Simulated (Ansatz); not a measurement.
Relaxation of a relaxed Rb cell squeezed uniformly to 80 % of its volume; 1 atom in the cell, which starts as Im-3m (No. 229), cI2; a = 5.3364 Å, b = 5.3364 Å, c = 5.3364 Å, α = 90.00°, β = 90.00°, γ = 90.00°. The numbers are results of r2SCAN (plane waves to 500 eV, PAW, scalar-relativistic; Ansatz, a program for electronic structure), not measurements. Γ-centred k-mesh 9×9×9 on the run's cell (coarser than for final values), Fermi–Dirac smearing 0.05 eV. This is the first round of the run. 

The optimiser's lines from the output (shortened; P is positive under compression):

```
relax step   1: F+E_penalty+E_count = -3277.96047357 eV  Δ(F+E_penalty+E_count) = +0.000e0 eV  max|allowed force component| = 0.000e0 eV/Å  Δτ_max = 0.0000 Å  P = +0.871 GPa  Ω = 75.983 Å³  (7 SCF iters, dr2 threshold 1.00e-7 eV, accepted)
relax step   2: F+E_penalty+E_count = -3277.97051158 eV  Δ(F+E_penalty+E_count) = -1.004e-2 eV  max|allowed force component| = 0.000e0 eV/Å  Δτ_max = 0.0000 Å  P = +0.730 GPa  Ω = 78.012 Å³  (5 SCF iters, dr2 threshold 1.00e-7 eV, accepted)
relax step   3: F+E_penalty+E_count = -3278.00009251 eV  Δ(F+E_penalty+E_count) = -2.958e-2 eV  max|allowed force component| = 0.000e0 eV/Å  Δτ_max = 0.0000 Å  P = +0.153 GPa  Ω = 89.665 Å³  (8 SCF iters, dr2 threshold 1.00e-7 eV, accepted)
relax step   4: F+E_penalty+E_count = -3278.00205393 eV  Δ(F+E_penalty+E_count) = -1.961e-3 eV  max|allowed force component| = 0.000e0 eV/Å  Δτ_max = 0.0000 Å  P = +0.031 GPa  Ω = 93.371 Å³  (6 SCF iters, dr2 threshold 5.88e-8 eV, accepted)
relax step   5: F+E_penalty+E_count = -3278.00212131 eV  Δ(F+E_penalty+E_count) = -6.738e-5 eV  max|allowed force component| = 0.000e0 eV/Å  Δτ_max = 0.0000 Å  P = +0.002 GPa  Ω = 94.353 Å³  (6 SCF iters, dr2 threshold 2.38e-9 eV, accepted)
relax step   6: F+E_penalty+E_count = -3278.00309447 eV  Δ(F+E_penalty+E_count) = -9.732e-4 eV  max|allowed force component| = 0.000e0 eV/Å  Δτ_max = 0.0000 Å  P = +0.008 GPa  Ω = 94.353 Å³  stress off target by 7.90e-3 GPa  SCF on the basis re-selected at this cell (its energy is not comparable with the rows above)  (7 SCF iters)
```

From the first to the last row the energy changes by -0.04 eV/atom and the volume by +24.2 %. The last row is marked as not comparable with the walk above it, whose basis was carried along; it does compare with step 1, since both stand on a basis selected at the nominal cutoff for their own cell.

Later rounds, restarted from the end of this one on a renewed k-mesh, logged 6 more steps and released under 0.01 eV/atom more. The final structure after all rounds: Im-3m (No. 229), cI2, bcc (W type); a = 5.751 Å, b = 5.751 Å, c = 5.751 Å, α = 90.00°, β = 90.00°, γ = 90.00°. Between re-selections the logged energies stand on a plane-wave basis carried along with the cell. No spin polarisation in the result.

The run could not lose the symmetry of its start.
